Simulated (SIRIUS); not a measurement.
Set-up for a self-consistent single point of Hf2Si (I4/mcm, 12 atoms in the cell; from Materials Project mp-9938, changed as shown).

```yaml
crystal:
  lattice:
    - [6.41969, 0.00000, 0.00000]
    - [0.00000, 6.41969, 0.00000]
    - [0.00000, 0.00000, 5.06234]
  atoms:
    - { symbol: Hf, position: [0.15649, 0.34351, 0.00000] }
    - { symbol: Hf, position: [0.84351, 0.65649, 0.00000] }
    - { symbol: Hf, position: [0.15649, 0.65649, 0.50000] }
    - { symbol: Hf, position: [0.84351, 0.34351, 0.50000] }
    - { symbol: Hf, position: [0.65649, 0.84351, 0.50000] }
    - { symbol: Hf, position: [0.34351, 0.15649, 0.50000] }
    - { symbol: Hf, position: [0.65649, 0.15649, 0.00000] }
    - { symbol: Hf, position: [0.34351, 0.84351, 0.00000] }
    - { symbol: Si, position: [0.00000, 0.00000, 0.25000] }
    - { symbol: Si, position: [0.00000, 0.00000, 0.75000] }
    - { symbol: Si, position: [0.50000, 0.50000, 0.75000] }
    - { symbol: Si, position: [0.50000, 0.50000, 0.25000] }
```

Method: PBEsol, GBRV PBEsol ultrasoft pseudopotentials (plane waves; SIRIUS).

SIRIUS settings:

| key | value |
|---|---|
| parameters.ngridk | 4 4 4 |
| parameters.xc_functionals | [XC_GGA_X_PBE_SOL, XC_GGA_C_PBE_SOL] |
| parameters.gk_cutoff | 6.325 1/bohr |
| parameters.pw_cutoff | 14.143 1/bohr |
| parameters.smearing | fermi_dirac |
| parameters.smearing_width | 0.00367493 Ha |
| potentials | GBRV PBEsol ultrasoft pseudopotentials |
| parameters.electronic_structure_method | pseudopotential |
| parameters.num_bands | 67 |
| parameters.num_mag_dims | 0 |
| parameters.num_dft_iter | 100 |
| parameters.energy_tol | 1e-07 Ha |
| parameters.density_tol | 1e-06 |
| mixer.type | broyden2 |
| mixer.beta | 0.5 |
| mixer.use_hartree | true |

Results:

- Number of valence electrons = 112
- Number of bands = 67
- Number of k-points after the program's reduction = 18
- Number of plane waves (most at a k-point) = 6056
- Number of SCF iterations = 19
- FFT grid = 60 × 60 × 48
- Free energy E − TS = -17785.4612 eV
- Fermi level (on the code's own zero) = 15.04 eV
- Pressure = 6.93 GPa
- Largest force (vector length) = 0.032 eV/Å

Forces (eV/Å):
```tsv
atom	Fx	Fy	Fz
Hf1	0.023	-0.023	0.000
Hf2	-0.023	0.023	0.000
Hf3	0.023	0.023	0.000
Hf4	-0.023	-0.023	0.000
Hf5	0.023	-0.023	0.000
Hf6	-0.023	0.023	0.000
Hf7	0.023	0.023	0.000
Hf8	-0.023	-0.023	0.000
Si9	0.000	0.000	0.000
Si10	0.000	0.000	0.000
Si11	0.000	0.000	0.000
Si12	0.000	0.000	0.000
```

Stress (GPa, positive for compression):
```
6.27  0.00  0.00
0.00  6.27  0.00
0.00  0.00  8.24
```

For comparison: a first run was changed to give this one (lattice scaled by 0.98), and from it to this one the free energy rises by 17.4 meV/atom, the pressure goes from -2.70 to 6.93 GPa and the largest force goes from 0.091 to 0.032 eV/Å.

The structure comes from a collection of computed structures, made at another level of theory; the collection holds predicted forms beside known ones. No clean gap shows at this smearing width and mesh (spacing up to 0.31 Å⁻¹); the mesh is coarse for partly filled bands, so the values carry mesh errors.

Cost on one core: around 7 core-minutes (rough).
